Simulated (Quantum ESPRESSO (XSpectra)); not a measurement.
**S K-edge X-ray absorption spectrum (XANES) of Sb2S3 (Pnma)**

```
CELL_PARAMETERS angstrom
     11.80012     0.00000     0.00000
      0.00000     3.84473     0.00000
      0.00000     0.00000    11.36714
ATOMIC_POSITIONS crystal
  Sb 0.85735 0.75000 0.46558
  Sb 0.14265 0.25000 0.53442
  Sb 0.64265 0.25000 0.96558
  Sb 0.35735 0.75000 0.03442
  Sb 0.96694 0.25000 0.17308
  Sb 0.03306 0.75000 0.82692
  Sb 0.53306 0.75000 0.67308
  Sb 0.46694 0.25000 0.32692
  S  0.87593 0.75000 0.06147
  S  0.12407 0.25000 0.93853
  S  0.62407 0.25000 0.56147
  S  0.37593 0.75000 0.43853
  S  0.04854 0.75000 0.37923
  S  0.95146 0.25000 0.62077
  S  0.45146 0.25000 0.87923
  S  0.54854 0.75000 0.12077
  S  0.30025 0.25000 0.18855
  S  0.69975 0.75000 0.81145
  S  0.19975 0.75000 0.68855
  S  0.80025 0.25000 0.31145
```

Geometry: Materials Project entry mp-2809 (a computed structure). The cell is the entry's, not relaxed again.

Absorber: atom 17, S on Wyckoff site c (site symmetry .m.), with 1 Sb at 2.52 Å, 2 Sb at 2.69 Å.

All values are from Quantum ESPRESSO (XSpectra) (LDA, full core hole, dipole K-edge X-ray absorption, plane waves, Troullier-Martins potentials made with ld1.x and PseudoDojo potentials for the other elements (Perdew-Zunger form enforced), scalar-relativistic, no spin, constant broadening).

40-atom cell (absorber images 7.7 Å apart), 67 Ry, k meshes 2×1×1 (SCF) and 3×2×2 (spectrum), Lorentzian half width 0.7 eV. The ground-state test found a gap, so occupations are fixed and the excited electron is left out (charged cell on a uniform background); energies count from the highest occupied level. Field directions run: x; y; z, weighted by the site's symmetry in the crystal. Intensities are scaled to a mean of 1 over 0–35 eV.

| E (eV) | intensity (scaled) |
|---|---|
| -5.0 | 0.05 |
| -4.5 | 0.05 |
| -4.0 | 0.06 |
| -3.5 | 0.06 |
| -3.0 | 0.07 |
| -2.5 | 0.09 |
| -2.0 | 0.11 |
| -1.5 | 0.13 |
| -1.0 | 0.17 |
| -0.5 | 0.22 |
| 0.0 | 0.31 |
| 0.5 | 0.49 |
| 1.0 | 0.86 |
| 1.5 | 1.52 |
| 2.0 | 2.07 |
| 2.5 | 2.02 |
| 3.0 | 1.61 |
| 3.5 | 1.27 |
| 4.0 | 1.02 |
| 4.5 | 0.86 |
| 5.0 | 0.74 |
| 5.5 | 0.67 |
| 6.0 | 0.69 |
| 6.5 | 0.76 |
| 7.0 | 0.87 |
| 7.5 | 0.99 |
| 8.0 | 1.09 |
| 8.5 | 1.07 |
| 9.0 | 0.96 |
| 9.5 | 0.90 |
| 10.0 | 0.89 |
| 10.5 | 0.88 |
| 11.0 | 0.87 |
| 11.5 | 0.86 |
| 12.0 | 0.84 |
| 12.5 | 0.83 |
| 13.0 | 0.85 |
| 13.5 | 0.90 |
| 14.0 | 0.92 |
| 14.5 | 0.88 |
| 15.0 | 0.86 |
| 15.5 | 0.89 |
| 16.0 | 0.95 |
| 16.5 | 0.97 |
| 17.0 | 1.01 |
| 17.5 | 1.07 |
| 18.0 | 1.08 |
| 18.5 | 1.10 |
| 19.0 | 1.13 |
| 19.5 | 1.12 |
| 20.0 | 1.10 |
| 20.5 | 1.07 |
| 21.0 | 1.05 |
| 21.5 | 1.03 |
| 22.0 | 1.03 |
| 22.5 | 1.06 |
| 23.0 | 1.09 |
| 23.5 | 1.06 |
| 24.0 | 1.03 |
| 24.5 | 1.02 |
| 25.0 | 1.00 |
| 25.5 | 0.98 |
| 26.0 | 0.96 |
| 26.5 | 0.96 |
| 27.0 | 0.98 |
| 27.5 | 1.00 |
| 28.0 | 1.00 |
| 28.5 | 0.98 |
| 29.0 | 0.97 |
| 29.5 | 0.99 |
| 30.0 | 1.03 |
| 30.5 | 1.07 |
| 31.0 | 1.05 |
| 31.5 | 0.99 |
| 32.0 | 0.96 |
| 32.5 | 0.98 |
| 33.0 | 0.97 |
| 33.5 | 0.91 |
| 34.0 | 0.86 |
| 34.5 | 0.83 |

The absolute edge energy is not computed.
